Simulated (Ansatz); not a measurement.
MoPd (L1₀ or tetragonal B2, P4/mmm) under volume change, PBE in the plane-wave PAW code Ansatz, shape and atoms relaxed at each volume.

```
V (Å³/atom)  E − E(relaxed) (meV/atom)  P (GPa)
-----------  -------------------------  -------
13.885                           106.3    27.14
14.343                            44.4    16.48
14.801                            10.4     7.53
15.259                             0.0     0.01
15.716                             9.3    -6.30
16.174                            35.0   -11.59
16.632                            74.6   -16.00
```

Problem. What does a third-order Birch–Murnaghan fit give for V₀, B₀ and B′?

Solution. V₀ = 15.26 Å³/atom, B₀ = 229 GPa, B′ = 4.8.

The start of the workflow was typed in or built on a structure type; neither database checked (COD, Materials Project) lists it. Whether it is the stable phase at ambient conditions was not checked. The PBE relaxation kept the symmetry of its start; whether a distortion lowers the energy is not shown. The run is not spin-polarised.

Potentials: the later of the program's two PAW sets.
